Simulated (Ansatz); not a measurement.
CdSe (zinc blende)

```xyz
2
Lattice="0.0000 3.0409 3.0409 3.0409 0.0000 3.0409 3.0409 3.0409 0.0000" Properties=species:S:1:pos:R:3 pbc="T T T"
Se     4.5614     4.5614     4.5614
Cd     0.0000     0.0000     0.0000
```

The slice is a {111} plane (indices of the conventional cell) through the point (0.750, 0.750, 0.750) (fractional), spanned by u = [100] and v = [-1 2 0] in vectors of this cell: u (4.30 Å) and v (7.45 Å, at 90° to u). It covers one period; positions are fractions (u, v).

Method: PBEsol (plane waves to 420 eV, PAW, scalar-relativistic; Ansatz, a program for electronic structure). k mesh 9×9×9. Near the nuclei the fields are pseudised (PAW); where an atom keeps semicore shells as valence, they peak there. CdSe was relaxed with its symmetry unable to fall.

**Question.** Predict the map of the valence electron density on the slice.

**Answer.** 
```
|9864332111233468|
|7654321101123456|
|5543321000123345|
|4433210000012334|
|3332210000012233|
|3332110000011233|
|4332211111112233|
|4433222222222334|
|5543222333222345|
|5443333444333344|
|4433344454443334|
|3333345676544333|
|2223456898654322|
|2223457999754322|
|1123346898643321|
|0112345676543211|
|0012334555433210|
|0001233444332100|
|0001223333322100|
|0001123333321100|
|1111223343322111|
|2222233444332222|
|3322234555432223|
|4433334454433334|
|5444333444333444|
|7654433333333456|
|9865432222234568|
|9975432222234579|
```
Scale: ten equal steps from -1.79 (start of '0') to 1.65 (end of '9'), in the order '0123456789'. Values: log₁₀ of the valence density in e/Å³. The map has 16 points along u (one character each, u = 0 at the left) and 28 along v (v = 0 in the bottom row). The scale is logarithmic, as a density can span decades between atoms and voids.
